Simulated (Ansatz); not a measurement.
A: MgCd3 (space group P6_3/mmc), a = 6.265 Å, b = 6.265 Å, c = 4.944 Å, α = 90.00°, β = 90.00°, γ = 120.00°
B: Os (hcp, Mg type), a = 2.7383 Å, b = 2.7383 Å, c = 4.3159 Å, α = 90.00°, β = 90.00°, γ = 120.00°
C: Lu (hcp, Mg type), a = b = 3.5043 Å, c = 5.4522 Å, α = β = 90.00°, γ = 120.00°
D: WSi2 (MoSi2 type, space group I4/mmm), a = b = 3.2115 Å, c = 7.8041 Å, α = β = γ = 90.00°
E: NbAu₂ (space group P6/mmm), a = b = 4.6605 Å, c = 2.7461 Å, α = β = 90.00°, γ = 120.00°

Scan: energy against volume (even scaling of the relaxed cell, symmetry kept). One method and one kind of scan serve all of them; meshes and ranges differ. All were relaxed with their symmetry unable to fall. Lu is run without spin polarisation. NbAu2 is run without spin polarisation. Os is run without spin polarisation. Spin-orbit coupling is left out. WSi2 is run without spin polarisation.

Order them by bulk modulus at fixed cell shape (fitted) (highest first) at the level r2SCAN (plane waves to 500 eV, PAW, scalar-relativistic; Ansatz, an electronic-structure program).

B (428 GPa), D (234 GPa), E (195 GPa), A (54.1 GPa), C (46.9 GPa)

(Under strain, the slope of the energy per volume gives the stress and its curvature an elastic modulus.)
